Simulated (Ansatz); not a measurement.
Put Cs5I2 in P6/mmm (No. 191): Cs on 4h and 1a; I on 2c.

All numbers below come from Ansatz, DFT PBE, scalar-relativistic, plane waves, PAW. Cutoff 420 eV, Γ-centred mesh, Gaussian smearing, no spin polarisation.

The zero of energy is the elements' standard structures at the same level; no fitted shifts are applied.

**Question.** Give the relaxed lattice parameters and positions.

**Answer.**

Space group P6/mmm (No. 191). a = 7.986 Å, b = 7.986 Å, c = 12.383 Å, α = 90.00°, β = 90.00°, γ = 120.00°
```json
{"atom": "Cs", "site": "4h", "symmetry": "3m.", "x": "0.3333", "y": "0.6667", "z": "0.2928"}
{"atom": "Cs", "site": "1a", "symmetry": "6/mmm", "x": "0.0000", "y": "0.0000", "z": "0.0000"}
{"atom": "I", "site": "2c", "symmetry": "-6m2", "x": "0.3333", "y": "0.6667", "z": "0.0000"}
```

Around Cs on a site of symmetry 3m lie 1 I at 3.63 Å, 3 Cs at 4.61 Å and 1 Cs at 5.13 Å; Cs on a site of symmetry 6/mmm is surrounded by 6 I at 4.61 Å and 12 Cs at 5.87 Å; I is surrounded by 2 Cs at 3.63 Å, 3 Cs at 4.61 Å and 3 I at 4.61 Å. Another local minimum with the same sites may exist.

**Question.** And its energy and gap?

**Answer.** The formation energy is −0.64 eV/atom and the gap on the 6×6×4 mesh of the 7-atom cell is 0 eV (a metal). It lies below the elements, which doesn't yet make it stable against other compounds or structures.

The last run used Gaussian smearing of 0.10 eV. Spin–orbit coupling, which can matter for I, is left out. An odd number of electrons in the primitive cell allows no gap without spin; a larger cell or a magnetic state could open one. The cell is a metal run without spin; a magnetic state may lie lower. The reference form of I is held partly by dispersion forces, which this level lacks. A structure relaxed within its symmetry needn't be a true minimum.
